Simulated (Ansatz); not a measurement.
# Pd: from a starting cell to a relaxed one

The start is a generated trial cell of Pd in the dhcp structure type. The cell and all atomic positions are relaxed at zero pressure with r2SCAN (plane waves to 500 eV, PAW, scalar-relativistic; Ansatz, a program for electronic structure). The first steps use a coarse 13×13×4 k-mesh.

Starting cell:
```yaml
crystal:
  lattice:
    - [2.76439, 0.00000, 0.00000]
    - [-1.38220, 2.39403, 0.00000]
    - [0.00000, 0.00000, 8.89445]
  atoms:
    - { symbol: Pd, position: [0.00000, 0.00000, 0.00000] }
    - { symbol: Pd, position: [0.00000, 0.00000, 0.50000] }
    - { symbol: Pd, position: [0.33333, 0.66667, 0.25000] }
    - { symbol: Pd, position: [0.66667, 0.33333, 0.75000] }
```

**Question.** How much energy is released per atom?

**Answer.** 0.01 eV/atom.

**Question.** Give the final cell and atomic positions.

**Answer.** 
Space group P6₃/mmc (No. 194); a = b = 2.754 Å, c = 9.107 Å, α = β = 90.00°, γ = 120.00°

| atom | site | symmetry | x | y | z |
|---|---|---|---|---|---|
| Pd | 2a | -3m. | 0.0000 | 0.0000 | 0.0000 |
| Pd | 2c | -6m2 | 0.3333 | 0.6667 | 0.2500 |

The space group stays P6₃/mmc (No. 194) (the run could not lower it); the end is AFLOW prototype A_hP4_194_ac (A3', as in La), with 4 atoms in the primitive cell. Final values are on a 19×19×5 k-mesh of the relaxed cell. No spin polarisation in the result.

The run could not lose the symmetry of its start, so the end can be a saddle point.

All atoms sit on sites fixed by symmetry, so only the cell could relax.

The relaxed structure here is a generated cell of Pd: the first start was made by placing the elements on the sites of a structure type, and the end was not matched to a known phase here, so it may be hypothetical. Known forms of Pd include space group No. 225.
